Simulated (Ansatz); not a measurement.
TiGe$_{2}$ in space group Fddd (No. 70; Ti on 8b, Ge on 16f), plane-wave PAW PBEsol (Ansatz code), all energies at zero smearing, with the estimated change up to a 700 eV cutoff added, with one set of potentials and settings (totals compare only within such a set). Cell of 6 atoms (2 Ti, 4 Ge): -21964.934 eV.

```json
[
 {"element": "Ti", "reference phase": "P6/mmm, 3 atoms in the cell", "E (eV/atom)": "-2473.9117"},
 {"element": "Ge", "reference phase": "Fd-3m, 2 atoms in the cell", "E (eV/atom)": "-4253.4978"}
]
```

Formation energy per atom, worked out: (-21964.934 − 2×(-2473.9117) − 4×(-4253.4978))/6 = -0.520 eV/atom (-50 kJ per mol of atoms), at 0 K, without zero-point energy or fitted corrections.

The first step of the workflow began from a Materials Project structure, measured or hypothetical; the Crystallography Open Database files this formula in space group No. 70, but the cells were not matched. Its standing as an ambient phase is unchecked. Symmetry was held in the PBEsol relaxation; of distortions, only those at the zone centre were tested. No spin polarisation was allowed. The references are the lowest solids computed at this level, not always the standard phases.

Potentials: the later of the program's two PAW sets.
